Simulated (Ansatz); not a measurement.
Theory: DFT PBE, scalar-relativistic, plane waves, PAW (Ansatz). Settings: cutoff 420 eV, Γ-centred meshes spaced at most about 0.3 Å⁻¹, and about 0.25 Å⁻¹ or finer for metals (2π included), Gaussian smearing. No spin polarisation in the final relaxations.

Temperature and zero-point effects are left out.

Two relaxed structures of Ge2Sb2Te:

A.

```cif
data_structure
_symmetry_space_group_name_H-M 'P4/mbm'
_symmetry_Int_Tables_number 127
_cell_length_a 8.2765
_cell_length_b 8.2765
_cell_length_c 3.6284
_cell_angle_alpha 90.000
_cell_angle_beta 90.000
_cell_angle_gamma 90.000
_cell_volume 248.54
loop_
_atom_site_label
_atom_site_type_symbol
_atom_site_symmetry_multiplicity
_atom_site_Wyckoff_symbol
_atom_site_fract_x
_atom_site_fract_y
_atom_site_fract_z
_atom_site_occupancy
Ge1 Ge 4 g 0.34959 0.15041 0.00000 1
Sb1 Sb 4 h 0.65053 0.15053 0.50000 1
Te1 Te 2 a 0.50000 0.50000 0.00000 1
```

B.

```cif
data_structure
_symmetry_space_group_name_H-M 'I4/mmm'
_symmetry_Int_Tables_number 139
_cell_length_a 4.2320
_cell_length_b 4.2320
_cell_length_c 15.0244
_cell_angle_alpha 90.000
_cell_angle_beta 90.000
_cell_angle_gamma 90.000
_cell_volume 269.08
loop_
_atom_site_label
_atom_site_type_symbol
_atom_site_symmetry_multiplicity
_atom_site_Wyckoff_symbol
_atom_site_fract_x
_atom_site_fract_y
_atom_site_fract_z
_atom_site_occupancy
Ge1 Ge 4 e 0.50000 0.50000 0.09020 1
Sb1 Sb 4 d 0.50000 0.00000 0.25000 1
Te1 Te 2 a 0.00000 0.00000 0.00000 1
```

Question: Which form is favoured at zero pressure, and by what margin per atom?

Answer: B is lower, by 18 meV/atom. A has space group P4/mbm (No. 127), 24.9 Å³/atom and no gap on its mesh; B has space group I4/mmm (No. 139), 26.9 Å³/atom and no gap. Counting all near atoms (for each partner element, those within 1.25 times its shortest distance or 1.15 times the sum of covalent radii, where it is the nearest in units of that sum or under 1.3; a plus sign parts groups by distance over the sum of covalent radii; the shortest distance is added where it exceeds 1.18 times the sum of covalent radii), A has Ge 8, Sb 9, Te 4 from 3.1 Å and B has Ge 9, Sb 4+4, Te 8 from 3.3 Å. B holds Sb–Sb nets (shortest 2.99 Å); in A the shortest Sb–Sb distance is 3.52 Å. The lower one is the more open, so pressure narrows the difference. Even the lower one lies +0.25 eV/atom against the reference forms of the elements (uncorrected), so neither is stable at this level. Both come from invented guesses. A third cell relaxed alike, in P-3m1, lies 129 meV/atom below the lower of the two.

These runs have no spin–orbit coupling, which can matter for Sb and Te. Cells relaxed within their symmetry can be saddle points.
